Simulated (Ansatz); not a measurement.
Harmonic vibrational thermodynamics of TiS₂ (CdI2 type, P-3m1) at fixed volume, plane-wave PAW LDA (Ansatz code). The rows extrapolate the 0 K crystal and know nothing of melting or changes of phase.

| T (K) | F_vib (meV/atom) | S (J/K per mol of atoms) | C_V (J/K per mol of atoms) |
|---|---|---|---|
| 50 | ___ | 1.4 | ___ |
| 100 | 43.1 | 5.9 | 10.7 |
| 200 | 31.4 | ___ | ___ |
| 300 | 9.8 | 24.9 | 22.1 |
| 400 | -19.5 | 31.4 | 23.3 |
| 600 | -95.2 | 41.0 | 24.2 |
| 800 | -187.8 | 48.0 | 24.5 |
| 1000 | ___ | 53.5 | ___ |

Question: What belongs in the gaps?

Answer: 
- 200, S (J/K per mol of atoms): 16.4
- 200, C_V (J/K per mol of atoms): 19.2
- 1000, C_V (J/K per mol of atoms): 24.7
- 1000, F_vib (meV/atom): -293.3
- 50, F_vib (meV/atom): 44.9
- 50, C_V (J/K per mol of atoms): 3.3

The LDA relaxation kept the symmetry of its start; phonons on a q-mesh show no instability. No spin polarisation was allowed. A crystal of weakly bound layers computed without a dispersion correction: the cell and the soft elastic constants depend strongly on that.

Potentials: the later of the program's two PAW sets.
